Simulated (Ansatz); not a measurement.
SiGe:
```
CELL_PARAMETERS angstrom
      3.21533     0.00000     0.00000
      0.00000     3.21533     0.00000
      0.00000     0.00000     3.21533
ATOMIC_POSITIONS crystal
  Ge 0.00000 0.00000 0.00000
  Si 0.50000 0.50000 0.50000
```

Relaxed with r²SCAN. Special points in fractions of this cell's reciprocal vectors: Γ (0.000, 0.000, 0.000); X (0.000, 0.500, 0.000); M (0.500, 0.500, 0.000); R (0.500, 0.500, 0.500).

Q: List the band energies nearest the Fermi level at these points for plane-wave PAW r²SCAN (Ansatz code).

A: In eV from the Fermi level; about four levels below and three above (degenerate sets whole), none deeper than 8.9 eV; … stands for higher levels left out; points with the same levels are listed once.

```tsv
k	below	above
Γ	-0.65 -0.64 -0.64 -0.64	3.62 3.62 …
X	–	2.90 2.90 3.11 3.11
M	-8.03 -6.93 -6.35 -6.35	4.86 5.38 7.85 7.85
R	-2.67 -2.67 -2.67 -2.37 -2.37 -2.37	…
```

Space group Pm-3m (CsCl type). The cell is a constructed one: a structure type filled with these elements; neither database checked (COD, Materials Project) lists it. Whether it is the stable phase at ambient conditions was not checked. The cell was relaxed with r²SCAN under the symmetry of its start; whether a distortion lowers the energy is not shown. Spin–orbit coupling is left out wherever it is not named.

Potentials: the later of the program's two PAW sets.
